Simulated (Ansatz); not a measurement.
This is a relaxation of cell and atoms with Ansatz on BaGe2O3 on the sites of LaAl2Cu3 (No. 65); the level of theory is PBEsol. It starts from a supercell of the PBEsol minimum, slightly strained and with each coordinate displaced at random by about 0.15 Å.

```yaml
crystal:
  lattice:
    - [2.4083454912, -5.281821102, -0.0568352276]
    - [2.3303878301, 5.2462527241, 0.0541926757]
    - [-0.0019962443, 0.0382672766, 3.5987924595]
  atoms:
    - { symbol: Ba, position: [0.0045226003, -0.0290325961, -0.0117890241] }
    - { symbol: Ge, position: [0.4654760488, -0.0132301065, 0.5567682936] }
    - { symbol: Ge, position: [-0.0096378448, 0.5009385405, 0.4306394461] }
    - { symbol: O, position: [0.7346846982, 0.3099349741, 0.0966118051] }
    - { symbol: O, position: [0.2921209663, 0.6994123358, 0.044055394] }
    - { symbol: O, position: [0.5053194273, 0.51241107, 0.5290662345] }
kpoints:
  mp_grid: { grid: [4, 4, 6] }
hamiltonian:
  xc: pbesol
scf:
  occupations: { method: fermi_dirac, width: 0.05 }
relax:
  f_tol: 0.01
  cell: {}
  max_steps: 120
```

Of the 57 recorded frames of the trajectory, 22 are shown, each with positions in Å and forces in eV/Å. Some frames, the last among them, repeat a geometry solved again on a basis re-selected at its cell; pressure is positive in compression.

Step 1: energy 0.0 meV/atom from step 1, largest force component 3.754 eV/Å, pressure +10.01 GPa
```xyz
6
Lattice="2.4083 -5.2818 -0.0568 2.3304 5.2463 0.0542 -0.0020 0.0383 3.5988" Properties=species:S:1:pos:R:3:forces:R:3 pbc="T T T"
Ba   -0.0567   -0.1767   -0.0443   -0.2753    1.6607    0.0373
Ge    1.0891   -2.5067    1.9765    0.9801   -1.1451    0.2815
Ge    1.1433    2.6954    1.5775    1.7644   -1.6222    2.2049
O     2.4914   -2.2508    0.3227   -3.7540    1.3062   -3.6124
O     2.3333    2.1280    0.1798    1.1843    0.1589    0.8500
O     2.4100    0.0395    1.9030    0.1005   -0.3584    0.2387
```

Step 2: energy -139.8 meV/atom from step 1, largest force component 1.687 eV/Å, pressure +3.43 GPa
```xyz
6
Lattice="2.4348 -5.3175 -0.0459 2.3074 5.2593 0.0608 0.0112 0.0359 3.7094" Properties=species:S:1:pos:R:3:forces:R:3 pbc="T T T"
Ba   -0.0921    0.0173   -0.0396   -0.3568    0.0665   -0.0205
Ge    1.1328   -2.6147    2.0519    0.0857   -0.3296    0.2808
Ge    1.1197    2.6323    1.5740    1.2967   -0.6846    0.3729
O     2.4495   -2.2607    0.3128   -1.5390    0.8984   -1.6867
O     2.4000    2.1304    0.2283    0.2713    0.0458    0.8379
O     2.4296   -0.0248    2.0047    0.2420    0.0033    0.2156
```

Step 3: energy -216.5 meV/atom from step 1, largest force component 0.843 eV/Å, pressure -0.05 GPa
```xyz
6
Lattice="2.4708 -5.2888 0.0384 2.2269 5.1775 0.0439 0.0618 -0.0004 3.8664" Properties=species:S:1:pos:R:3:forces:R:3 pbc="T T T"
Ba   -0.1669    0.0584   -0.0561   -0.5958   -0.3722   -0.1431
Ge    1.1797   -2.6798    2.1938   -0.5609   -0.3565    0.4024
Ge    1.0763    2.5239    1.5383    0.8429   -0.0729   -0.7161
O     2.4222   -2.1956    0.3450    0.2748    0.3987   -0.2602
O     2.4311    2.0498    0.2975   -0.5861   -0.0112    0.5957
O     2.4923   -0.0413    2.2065    0.6252    0.4141    0.1213
```

Step 4: energy -304.4 meV/atom from step 1, largest force component 1.179 eV/Å, pressure -1.19 GPa
```xyz
6
Lattice="2.5104 -5.2691 0.1164 2.1449 5.1022 0.0608 0.1333 -0.0225 4.0082" Properties=species:S:1:pos:R:3:forces:R:3 pbc="T T T"
Ba   -0.2658    0.0486   -0.0968   -0.6044   -0.3973   -0.0760
Ge    1.2053   -2.7572    2.3391   -1.1793   -1.0689    0.5888
Ge    1.0338    2.4406    1.5213    0.3880    0.3137   -1.0869
O     2.4279   -2.1440    0.3887    1.1028   -0.0221    0.5211
O     2.4171    1.9501    0.4011   -0.8758    0.0391    0.1318
O     2.6508    0.0307    2.3938    1.1687    1.1358   -0.0788
```

Step 5: energy -406.2 meV/atom from step 1, largest force component 1.703 eV/Å, pressure -1.24 GPa
```xyz
6
Lattice="2.5356 -5.2793 0.1781 2.1041 5.0818 0.0762 0.1916 -0.0390 4.1081" Properties=species:S:1:pos:R:3:forces:R:3 pbc="T T T"
Ba   -0.3299    0.0422   -0.1160   -0.3022   -0.4277    0.0763
Ge    1.2026   -2.8523    2.4457   -1.4689   -1.6575    0.7056
Ge    1.0054    2.4052    1.5147    0.0371    0.5417   -1.0950
O     2.4427   -2.1306    0.4360    1.3820   -0.1854    0.8194
O     2.3987    1.8923    0.4710   -0.8510    0.0260   -0.1792
O     2.8149    0.1242    2.5135    1.2030    1.7031   -0.3271
```

Step 6: energy -498.3 meV/atom from step 1, largest force component 1.629 eV/Å, pressure -1.25 GPa
```xyz
6
Lattice="2.5542 -5.3290 0.2528 2.0798 5.1110 0.0895 0.2582 -0.0604 4.2215" Properties=species:S:1:pos:R:3:forces:R:3 pbc="T T T"
Ba   -0.3845    0.0355   -0.1382    0.0738   -0.5265    0.2954
Ge    1.1916   -2.9740    2.5648   -1.3988   -1.3803    0.8209
Ge    0.9792    2.3921    1.5056   -0.2682    0.8324   -1.0254
O     2.4616   -2.1222    0.5004    1.6287   -0.3804    1.0119
O     2.3900    1.8591    0.5407   -0.7278   -0.0913   -0.4073
O     2.9951    0.2140    2.6536    0.6921    1.5462   -0.6955
```

Step 7: energy -579.1 meV/atom from step 1, largest force component 1.335 eV/Å, pressure +0.87 GPa
```xyz
6
Lattice="2.5384 -5.3711 0.2899 2.1323 5.1831 0.1069 0.2998 -0.0670 4.2733" Properties=species:S:1:pos:R:3:forces:R:3 pbc="T T T"
Ba   -0.3874   -0.0085   -0.1288    0.0799   -0.3247    0.1535
Ge    1.1143   -3.0966    2.6492   -0.9285    1.3297    1.0471
Ge    0.9867    2.4513    1.5173   -0.3255    0.4120   -0.2904
O     2.5149   -2.1267    0.5673    0.9631    0.1719    0.4099
O     2.3758    1.8729    0.5525   -0.2163   -0.2540   -0.8144
O     3.1695    0.3604    2.6631    0.4270   -1.3349   -0.5057
```

Step 8: energy -664.5 meV/atom from step 1, largest force component 1.162 eV/Å, pressure +0.22 GPa
```xyz
6
Lattice="2.4423 -5.3624 0.2981 2.2038 5.2495 0.0903 0.2939 -0.0750 4.2499" Properties=species:S:1:pos:R:3:forces:R:3 pbc="T T T"
Ba   -0.2298   -0.0422   -0.1041    0.0715   -0.4742    0.0115
Ge    0.9232   -3.1495    2.7336   -0.5999    0.5911    1.1214
Ge    0.9309    2.5059    1.5038   -0.3765    0.5861   -0.0055
O     2.4557   -1.9989    0.5734    0.5329    0.3740    0.1158
O     2.3038    1.8973    0.4921    0.0577   -0.4595   -1.1616
O     3.3305    0.3758    2.5666    0.3142   -0.6174   -0.0815
```

Step 9: energy -736.3 meV/atom from step 1, largest force component 1.229 eV/Å, pressure +1.10 GPa
```xyz
6
Lattice="2.2923 -5.3742 0.2848 2.3010 5.3719 0.0960 0.2891 -0.0680 4.2350" Properties=species:S:1:pos:R:3:forces:R:3 pbc="T T T"
Ba   -0.1020   -0.1384   -0.0501    0.3698   -0.2160   -0.2459
Ge    0.7138   -3.2310    2.8514    0.5373    0.0080   -1.2287
Ge    0.9203    2.6584    1.4916   -0.5706   -0.0847    0.4923
O     2.3765   -1.8331    0.5469    0.0560    0.6788   -0.2348
O     2.2334    1.9229    0.3863   -0.3735   -0.7578    0.7116
O     3.4580    0.4399    2.4995   -0.0192    0.3717    0.5056
```

Step 10: energy -786.4 meV/atom from step 1, largest force component 1.180 eV/Å, pressure -0.15 GPa
```xyz
6
Lattice="2.1483 -5.3778 0.2795 2.3997 5.4839 0.1056 0.2933 -0.0626 4.2467" Properties=species:S:1:pos:R:3:forces:R:3 pbc="T T T"
Ba    0.0008   -0.1849   -0.0338    0.3441   -0.3648   -0.1714
Ge    0.5750   -3.3188    2.8345    0.4903   -0.2376   -1.1804
Ge    0.8884    2.7027    1.4844   -0.5370    0.4789    0.0408
O     2.3559   -1.5948    0.5717    0.0555    0.1395    0.1917
O     2.2046    1.9534    0.3804   -0.2193   -0.6184    0.5826
O     3.4908    0.4847    2.5161   -0.1335    0.6024    0.5368
```

Step 11: energy -830.9 meV/atom from step 1, largest force component 0.641 eV/Å, pressure -0.23 GPa
```xyz
6
Lattice="1.9258 -5.4362 0.2444 2.5219 5.6960 0.1195 0.2786 -0.0450 4.2433" Properties=species:S:1:pos:R:3:forces:R:3 pbc="T T T"
Ba    0.1103   -0.3137   -0.0147   -0.2595    0.2591   -0.0242
Ge    0.4109   -3.4588    2.7448    0.1393    0.0289   -0.1278
Ge    0.8667    2.8544    1.4751   -0.2796    0.3670   -0.4475
O     2.2685   -1.3542    0.5720    0.4779   -0.4704    0.6410
O     2.1669    2.0525    0.3708   -0.1740   -0.2113   -0.0271
O     3.4668    0.5948    2.5573    0.0958    0.0265   -0.0145
```

Step 47: energy -1113.8 meV/atom from step 1, largest force component 0.010 eV/Å, pressure -0.03 GPa
```xyz
6
Lattice="1.2957 -6.5131 0.0469 2.6906 7.1132 0.9953 0.7996 0.3327 4.4303" Properties=species:S:1:pos:R:3:forces:R:3 pbc="T T T"
Ba    0.4887   -0.2583   -0.0644    0.0009   -0.0008    0.0036
Ge    0.4074   -4.1774    2.3567    0.0001    0.0099    0.0012
Ge    1.2107    3.5721    1.8868   -0.0006    0.0037    0.0019
O     2.3673   -1.2526    1.5050    0.0017   -0.0093   -0.0025
O     1.1966    2.5406    0.3766    0.0015    0.0015   -0.0038
O     3.5553    1.2330    3.2932   -0.0037   -0.0049   -0.0005
```

Step 48: energy -1113.8 meV/atom from step 1, largest force component 0.007 eV/Å, pressure +0.01 GPa
```xyz
6
Lattice="1.2943 -6.5116 0.0445 2.6913 7.1126 0.9972 0.7992 0.3341 4.4313" Properties=species:S:1:pos:R:3:forces:R:3 pbc="T T T"
Ba    0.4866   -0.2569   -0.0633    0.0014    0.0003    0.0031
Ge    0.4070   -4.1750    2.3571   -0.0055    0.0067   -0.0014
Ge    1.2116    3.5722    1.8882    0.0037    0.0012   -0.0007
O     2.3672   -1.2523    1.5004   -0.0013   -0.0024   -0.0005
O     1.1991    2.5395    0.3789   -0.0005    0.0003    0.0015
O     3.5522    1.2340    3.2932    0.0023   -0.0061   -0.0019
```

Step 49: energy -1116.8 meV/atom from step 1, largest force component 0.007 eV/Å, pressure +0.13 GPa
```xyz
6
Lattice="1.2943 -6.5116 0.0445 2.6913 7.1126 0.9972 0.7992 0.3341 4.4313" Properties=species:S:1:pos:R:3:forces:R:3 pbc="T T T"
Ba    0.4866   -0.2569   -0.0633    0.0015    0.0005    0.0031
Ge    0.4070   -4.1750    2.3571   -0.0066    0.0062   -0.0018
Ge    1.2116    3.5722    1.8882    0.0033    0.0038    0.0039
O     2.3672   -1.2523    1.5004   -0.0017   -0.0023   -0.0008
O     1.1991    2.5395    0.3789    0.0010   -0.0018   -0.0027
O     3.5522    1.2340    3.2932    0.0024   -0.0065   -0.0017
```

Step 50: energy -1116.9 meV/atom from step 1, largest force component 0.025 eV/Å, pressure +0.08 GPa
```xyz
6
Lattice="1.2872 -6.5239 0.0256 2.6985 7.1313 1.0200 0.8024 0.3484 4.4423" Properties=species:S:1:pos:R:3:forces:R:3 pbc="T T T"
Ba    0.4759   -0.2471   -0.0498    0.0093   -0.0103   -0.0017
Ge    0.4043   -4.1756    2.3496   -0.0092    0.0143   -0.0029
Ge    1.2181    3.5822    1.8981    0.0019    0.0050    0.0009
O     2.3693   -1.2566    1.4855   -0.0059    0.0170   -0.0068
O     1.2124    2.5442    0.3916   -0.0023   -0.0013    0.0086
O     3.5493    1.2503    3.3053    0.0063   -0.0248    0.0019
```

Step 51: energy -1116.9 meV/atom from step 1, largest force component 0.026 eV/Å, pressure +0.02 GPa
```xyz
6
Lattice="1.2688 -6.5359 -0.0095 2.7105 7.1565 1.0664 0.8113 0.3762 4.4656" Properties=species:S:1:pos:R:3:forces:R:3 pbc="T T T"
Ba    0.4612   -0.2372   -0.0340    0.0033    0.0092   -0.0049
Ge    0.3971   -4.1702    2.3394    0.0016    0.0128   -0.0070
Ge    1.2297    3.6015    1.9213   -0.0023   -0.0259    0.0059
O     2.3682   -1.2532    1.4612   -0.0077    0.0189   -0.0030
O     1.2324    2.5510    0.4223    0.0083   -0.0028   -0.0064
O     3.5424    1.2775    3.3302   -0.0032   -0.0120    0.0155
```

Step 52: energy -1116.9 meV/atom from step 1, largest force component 0.014 eV/Å, pressure +0.02 GPa
```xyz
6
Lattice="1.2685 -6.5346 -0.0131 2.7116 7.1559 1.0724 0.8132 0.3794 4.4685" Properties=species:S:1:pos:R:3:forces:R:3 pbc="T T T"
Ba    0.4600   -0.2327   -0.0301    0.0047   -0.0139   -0.0024
Ge    0.3987   -4.1696    2.3349    0.0066    0.0078   -0.0007
Ge    1.2317    3.5999    1.9218   -0.0101    0.0097   -0.0025
O     2.3676   -1.2517    1.4624    0.0019   -0.0065    0.0044
O     1.2321    2.5534    0.4199    0.0006   -0.0007    0.0036
O     3.5454    1.2767    3.3411   -0.0036    0.0037   -0.0024
```

Step 53: energy -1116.9 meV/atom from step 1, largest force component 0.008 eV/Å, pressure -0.02 GPa
```xyz
6
Lattice="1.2671 -6.5337 -0.0116 2.7138 7.1566 1.0714 0.8136 0.3786 4.4685" Properties=species:S:1:pos:R:3:forces:R:3 pbc="T T T"
Ba    0.4626   -0.2382   -0.0334    0.0011    0.0044   -0.0002
Ge    0.3984   -4.1691    2.3349   -0.0021   -0.0038    0.0022
Ge    1.2322    3.6000    1.9225   -0.0010   -0.0042   -0.0080
O     2.3664   -1.2495    1.4698    0.0006    0.0054   -0.0013
O     1.2319    2.5570    0.4178   -0.0003    0.0021    0.0081
O     3.5462    1.2777    3.3394    0.0018   -0.0040   -0.0008
```

Step 54: energy -1116.9 meV/atom from step 1, largest force component 0.005 eV/Å, pressure 0.00 GPa
```xyz
6
Lattice="1.2684 -6.5350 -0.0110 2.7115 7.1563 1.0702 0.8131 0.3780 4.4676" Properties=species:S:1:pos:R:3:forces:R:3 pbc="T T T"
Ba    0.4622   -0.2367   -0.0331    0.0011   -0.0003   -0.0003
Ge    0.3986   -4.1702    2.3357    0.0013    0.0048    0.0000
Ge    1.2309    3.6003    1.9218   -0.0027   -0.0040   -0.0026
O     2.3668   -1.2512    1.4666    0.0000    0.0026    0.0005
O     1.2313    2.5548    0.4191    0.0014   -0.0003    0.0019
O     3.5451    1.2766    3.3382   -0.0011   -0.0027    0.0006
```

Step 55: energy -1117.3 meV/atom from step 1, largest force component 0.005 eV/Å, pressure +0.01 GPa
```xyz
6
Lattice="1.2684 -6.5350 -0.0110 2.7115 7.1563 1.0702 0.8131 0.3780 4.4676" Properties=species:S:1:pos:R:3:forces:R:3 pbc="T T T"
Ba    0.4622   -0.2367   -0.0331    0.0010   -0.0003   -0.0003
Ge    0.3986   -4.1702    2.3357    0.0012    0.0049   -0.0002
Ge    1.2309    3.6003    1.9218   -0.0027   -0.0034   -0.0016
O     2.3668   -1.2512    1.4666    0.0000    0.0026    0.0004
O     1.2313    2.5548    0.4191    0.0016   -0.0011    0.0009
O     3.5451    1.2766    3.3382   -0.0011   -0.0027    0.0009
```

Step 56: energy -1117.3 meV/atom from step 1, largest force component 0.007 eV/Å, pressure +0.01 GPa
```xyz
6
Lattice="1.2660 -6.5399 -0.0196 2.7118 7.1623 1.0802 0.8142 0.3844 4.4719" Properties=species:S:1:pos:R:3:forces:R:3 pbc="T T T"
Ba    0.4581   -0.2334   -0.0291    0.0003   -0.0003   -0.0002
Ge    0.3983   -4.1696    2.3319   -0.0052   -0.0061    0.0001
Ge    1.2319    3.6043    1.9262    0.0073    0.0031   -0.0011
O     2.3658   -1.2525    1.4609   -0.0008   -0.0007   -0.0017
O     1.2370    2.5555    0.4255   -0.0003    0.0015    0.0015
O     3.5417    1.2821    3.3426   -0.0013    0.0024    0.0015
```

Step 57: energy -1117.3 meV/atom from step 1, largest force component 0.007 eV/Å, pressure +0.01 GPa
```xyz
6
Lattice="1.2660 -6.5399 -0.0196 2.7118 7.1623 1.0802 0.8142 0.3844 4.4719" Properties=species:S:1:pos:R:3:forces:R:3 pbc="T T T"
Ba    0.4581   -0.2334   -0.0291    0.0003   -0.0003   -0.0002
Ge    0.3983   -4.1696    2.3319   -0.0052   -0.0060    0.0000
Ge    1.2319    3.6043    1.9262    0.0073    0.0032   -0.0009
O     2.3658   -1.2525    1.4609   -0.0008   -0.0007   -0.0018
O     1.2370    2.5555    0.4255   -0.0003    0.0014    0.0013
O     3.5417    1.2821    3.3426   -0.0013    0.0024    0.0016
```

In 52 steps the volume changed by +26.6 %; between the first SCF and the last, each on a basis chosen for its cell, the energy fell by 1117 meV an atom. Final cell: space group P1 (No. 1), triclinic; a = 4.164 Å, b = 4.562 Å, c = 6.661 Å, α = 93.0°, β = 92.0°, γ = 115.6° in the conventional setting, 18.95 Å³ an atom. Around Ba lie 6 O at 2.63–2.93 Å; around Ge lie 2 O at 1.77–1.82 Å and 2 Ge at 2.47 Å; around Ge lie 2 O at 1.75–1.83 Å and 2 Ge at 2.47 Å; around O lie 1 Ge at 1.75 Å and 2 Ba at 2.63–2.68 Å; around O lie 2 Ge at 1.82–1.83 Å and 1 Ba at 2.93 Å; around O lie 1 Ge at 1.77 Å and 3 Ba at 2.63–2.80 Å.

Command: `ansatz run input.yaml --threads 2 --pin off --max-ram 2211MiB --backend cpu --events-out ev --progress --plain --runs-dir out`.

**Question.** What wall time did it need on 2 threads of Arm Neoverse V2, on a shared host, load about 0.4 per core, and what peak of host memory did it reach?

**Answer.** About 7.9 min, with a peak of 0.49 GiB.

The structure was generated, not taken from experiment, and needn't be the ground state; spin polarisation is off.
